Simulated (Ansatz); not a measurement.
Consider the following.

Sr (fcc, Cu type)

```yaml
crystal:
  lattice:
    - [0.00000, 6.02892, 6.02892]
    - [3.01446, 0.00000, 3.01446]
    - [3.01446, 3.01446, 0.00000]
  atoms:
    - { symbol: Sr, position: [0.00000, 0.00000, 0.00000] }
    - { symbol: Sr, position: [0.50000, 0.00000, 0.00000] }
```

The atoms are displaced by Q × the pattern below (from a DFPT mode at L = (0.5, 0.0, 0.0), largest move 1; Q in Å), at fixed cell. It is one choice among 2 degenerate patterns. (q is in reciprocal vectors of the primitive cell; the cell shown is doubled to hold the pattern.)

| atom | x | y | z |
|---|---|---|---|
| Sr1 | -0.285 | 0.520 | -0.805 |
| Sr2 | 0.285 | -0.520 | 0.805 |

Level of theory: PBE (plane waves to 420 eV, PAW, scalar-relativistic; Ansatz, a quantum-chemistry and plane-wave program). k mesh 13×13×13 (Γ-centred), Fermi-Dirac smearing 0.05 eV. Energies are smeared free energies. With partly filled bands, energies and forces of such displacements shift with the k mesh and the smearing. Sr was relaxed with its symmetry unable to fall. ΔE is measured from the undisplaced structure.

The scan covers Q from -0.280 to 0.280 Å in 13 points.

Q: Which space group does the distorted structure have?

A: P-1 (No. 2), lowered from Fm-3m.

Q: What is the energy change at Q = 0.280 Å?

A: 54.4 meV/cell.

Q: What harmonic wavenumber does the curvature at Q = 0 give?

A: 48 cm⁻¹.

(A displaced cell: forces are minus the slopes of the energy, force constants its curvatures, and phonons follow from these.)
